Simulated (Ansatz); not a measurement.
GaGeO₃:
```yaml
crystal:
  lattice:
    - [3.48314, 0.00000, 0.00000]
    - [0.00000, 3.48314, 0.00000]
    - [0.00000, 0.00000, 4.71996]
  atoms:
    - { symbol: Ga, position: [0.50000, 0.50000, 0.61292] }
    - { symbol: Ge, position: [0.00000, 0.00000, 0.21299] }
    - { symbol: O, position: [0.00000, 0.50000, 0.43628] }
    - { symbol: O, position: [0.50000, 0.00000, 0.43628] }
    - { symbol: O, position: [0.50000, 0.50000, 0.99173] }
```

Relaxed with r²SCAN+D4 (plane waves, PAW; program Ansatz). Indices refer to the conventional cell of P4mm, a = b = 3.483 Å, c = 4.720 Å, α = β = γ = 90.00°.

Simulate the powder diffraction pattern (Fe Kα, λ = 1.93735 Å; lines above 1 %) up to 2θ = 90°.

Simulated powder pattern, Fe Kα, λ = 1.93735 Å (kinematic, ideal powder, no thermal factors, no anomalous dispersion; the 30 strongest lines at most, above 1 %, up to 2θ = 90°):

```json
[
 {"2θ (°)": "23.69", "d (Å)": "4.720", "I/Imax (%)": "24", "hkl": "(001)"},
 {"2θ (°)": "32.29", "d (Å)": "3.483", "I/Imax (%)": "1.3", "hkl": "(100)"},
 {"2θ (°)": "40.44", "d (Å)": "2.803", "I/Imax (%)": "100", "hkl": "(101)"},
 {"2θ (°)": "46.32", "d (Å)": "2.463", "I/Imax (%)": "33", "hkl": "(110)"},
 {"2θ (°)": "48.47", "d (Å)": "2.360", "I/Imax (%)": "5.8", "hkl": "(002)"},
 {"2θ (°)": "59.45", "d (Å)": "1.954", "I/Imax (%)": "19", "hkl": "(102)"},
 {"2θ (°)": "67.59", "d (Å)": "1.742", "I/Imax (%)": "24", "hkl": "(200)"},
 {"2θ (°)": "69.29", "d (Å)": "1.704", "I/Imax (%)": "23", "hkl": "(112)"},
 {"2θ (°)": "72.72", "d (Å)": "1.634", "I/Imax (%)": "3.9", "hkl": "(201)"},
 {"2θ (°)": "76.00", "d (Å)": "1.573", "I/Imax (%)": "2.2", "hkl": "(003)"},
 {"2θ (°)": "81.82", "d (Å)": "1.479", "I/Imax (%)": "29", "hkl": "(211)"},
 {"2θ (°)": "85.00", "d (Å)": "1.434", "I/Imax (%)": "7.2", "hkl": "(103)"},
 {"2θ (°)": "87.46", "d (Å)": "1.401", "I/Imax (%)": "5.5", "hkl": "(202)"}
]
```

The start of the workflow was typed in or built on a structure type; neither database checked (COD, Materials Project) lists it. Whether it is the stable phase at ambient conditions was not checked. The cell was relaxed with r²SCAN+D4 under the symmetry of its start; whether a distortion lowers the energy is not shown.

Potentials: the later of the program's two PAW sets.
